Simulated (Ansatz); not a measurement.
Ni3Si (Cu3Au type)

```
Ni3Si
1.0
    3.46107     0.00000     0.00000
    0.00000     3.46107     0.00000
    0.00000     0.00000     3.46107
Si Ni
1 3
Direct
  0.00000   0.00000   0.00000
  0.00000   0.50000   0.50000
  0.50000   0.00000   0.50000
  0.50000   0.50000   0.00000
```

In this cell atom 4 (Ni, nearest neighbour Si at 2.447 Å; its periodic images, 3.5 Å or more away, move with it) is moved by s along Cartesian x, unit vector (1.000, 0.000, 0.000); all other atoms and the cell stay fixed.

Level of theory: PBEsol (plane waves to 420 eV, PAW, scalar-relativistic; Ansatz, an electronic-structure program). k mesh 11×11×11 (Γ-centred), Fermi-Dirac smearing 0.05 eV. The energy includes the smearing's −TS. Stress and pressure are positive under compression. With partly filled bands, energies and forces of such displacements shift with the k mesh and the smearing. F∥ is the force on the atom along that direction. At this level the bands of Ni3Si touch or barely overlap. Ni3Si is run without spin polarisation. Ni3Si was relaxed with its symmetry unable to fall. ΔE is measured from the undisplaced structure.

```json
[
 {"s (Å)": "-0.730", "ΔE (meV/cell)": "…", "P (GPa)": "…", "F∥ (eV/Å)": "8.875"},
 {"s (Å)": "-0.584", "ΔE (meV/cell)": "1828", "P (GPa)": "24.3", "F∥ (eV/Å)": "6.719"},
 {"s (Å)": "-0.438", "ΔE (meV/cell)": "994", "P (GPa)": "13.8", "F∥ (eV/Å)": "4.741"},
 {"s (Å)": "-0.292", "ΔE (meV/cell)": "432", "P (GPa)": "…", "F∥ (eV/Å)": "3.010"},
 {"s (Å)": "-0.146", "ΔE (meV/cell)": "106", "P (GPa)": "…", "F∥ (eV/Å)": "1.464"},
 {"s (Å)": "0.000", "ΔE (meV/cell)": "0", "P (GPa)": "0.0", "F∥ (eV/Å)": "0.000"},
 {"s (Å)": "0.146", "ΔE (meV/cell)": "106", "P (GPa)": "…", "F∥ (eV/Å)": "-1.464"},
 {"s (Å)": "0.292", "ΔE (meV/cell)": "432", "P (GPa)": "…", "F∥ (eV/Å)": "-3.010"},
 {"s (Å)": "0.438", "ΔE (meV/cell)": "994", "P (GPa)": "13.8", "F∥ (eV/Å)": "-4.741"},
 {"s (Å)": "0.584", "ΔE (meV/cell)": "1828", "P (GPa)": "24.3", "F∥ (eV/Å)": "-6.719"},
 {"s (Å)": "0.730", "ΔE (meV/cell)": "…", "P (GPa)": "…", "F∥ (eV/Å)": "-8.875"}
]
```

**Question.** What belongs in the gaps?

**Answer.** 
- -0.730, ΔE (meV/cell): 2965
- -0.730, P (GPa): 37.5
- -0.292, P (GPa): 6.2
- -0.146, P (GPa): 1.6
- 0.146, P (GPa): 1.6
- 0.292, P (GPa): 6.2
- 0.730, ΔE (meV/cell): 2965
- 0.730, P (GPa): 37.5

(A displaced cell: forces are minus the slopes of the energy, force constants its curvatures, and phonons follow from these.)
